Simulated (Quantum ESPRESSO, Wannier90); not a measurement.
# SnS (Cmcm): Wannier90 run

```xyz
4
Lattice="0.0000 0.0000 4.0903 -4.0904 0.0000 0.0000 2.0452 -5.8981 0.0000" Properties=species:S:1:pos:R:3 pbc="T T T"
Sn     0.0000     1.5125     1.0226
Sn     0.0000    -1.5125    -1.0226
S      2.0452    -1.8151     1.0226
S     -2.0452     1.8151    -1.0226
```

Structure: Materials Project mp-559676, symmetrised, not relaxed again. COD (Crystallography Open Database) has the formula in 3 space groups, this one among them (matched by group alone). Computed values, not measurements, from PBEsol: Quantum ESPRESSO (norm-conserving PseudoDojo potentials, cutoff 58 Ry, spinors with spin-orbit coupling) on a Γ-centred 6×6×6 mesh, then Wannier90. Density: 8×8×8 mesh, Gaussian smearing 0.01 Ry. With spin-orbit coupling a semilocal functional can close or falsely invert a small gap; the band order was not checked against a better method. The gap is small at this level and was sampled on the meshes and a path alone.

Valence charges of the files: Sn 14, S 6. 72 bands were computed.

Isolated groups of bands, relative to the valence-band maximum (bands from 41 on overlap up to the last one computed):

```
bands  from (eV)  to (eV)  filling             weight on atomic waves
-----  ---------  -------  -------  ---------------------------------
1–8       -21.89   -21.86   filled                        Sn 4d 100 %
9–20      -20.86   -20.80   filled                        Sn 4d 100 %
21–24     -13.87   -12.07   filled   S 3s 77 %, Sn 5p 15 %, Sn 5s 6 %
25–40      -8.21     0.00   filled  S 3p 57 %, Sn 5s 21 %, Sn 5p 18 %
```

Wanted is a model with the orbitals Sn s p, S s p, without the filled groups that are mainly made of other shells (semicore states, and anion s where it isn't named); all higher bands stay in for disentanglement.

Give num_wann, exclude_bands and num_bands, and the number of electrons that the model holds.

Electrons: 2×14 + 2×6 = 40, which fill 40 bands.
num_wann = 2 × (2×4 + 2×4) = 32.
exclude_bands = 1-20, 20 bands, so num_bands = 72 − 20 = 52.
The model holds 40 − 1×20 = 20 electrons. With the window frozen to 1.77 eV it follows pw.x to 2.9 meV rms (states up to 1.3 eV relative to the valence-band maximum).
